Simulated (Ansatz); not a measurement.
Here is the system:

GaSb:
```cif
data_Ga4Sb4
_chemical_formula_sum 'Sb4 Ga4'
_space_group_name_H-M_alt 'Fm-3m'
_space_group_IT_number 225
_space_group_name_Hall '-F 4 2 3'
_cell_length_a 5.73851
_cell_length_b 5.73851
_cell_length_c 5.73851
_cell_angle_alpha 90.000
_cell_angle_beta 90.000
_cell_angle_gamma 90.000
loop_
_atom_site_label
_atom_site_type_symbol
_atom_site_symmetry_multiplicity
_atom_site_Wyckoff_symbol
_atom_site_fract_x
_atom_site_fract_y
_atom_site_fract_z
_atom_site_occupancy
Sb1 Sb 4 a 0.00000 0.00000 0.00000 1
Ga1 Ga 4 b 0.50000 0.50000 0.50000 1
```
(The calculation used a cell of 2 atoms; values per cell refer to that cell.)

This is the r²SCAN-relaxed structure.

### Question
All from r²SCAN in the plane-wave PAW code Ansatz, unless another level is named. Give the electronic character.

### Answer
metallic (no gap).

### Question
Give the density of states at the Fermi level.

### Answer
0.50 states/eV per atom (mean over ±0.08 eV).

### Question
Next, the formation energy from the elements (no fitted shifts)?

### Answer
62 meV/atom.

### Question
Give the gap with spin–orbit coupling.

### Answer
none (metallic).

The start of the workflow was typed in or built on a structure type; neither database checked (COD, Materials Project) lists it. It is not the phase usual at ambient conditions (space group No. 216). Symmetry was held in the r²SCAN relaxation; its stability against distortions is not shown here. The references are the lowest solids computed at this level, not always the standard phases. Spin–orbit coupling is left out wherever it is not named.

Potentials: the later of the program's two PAW sets.
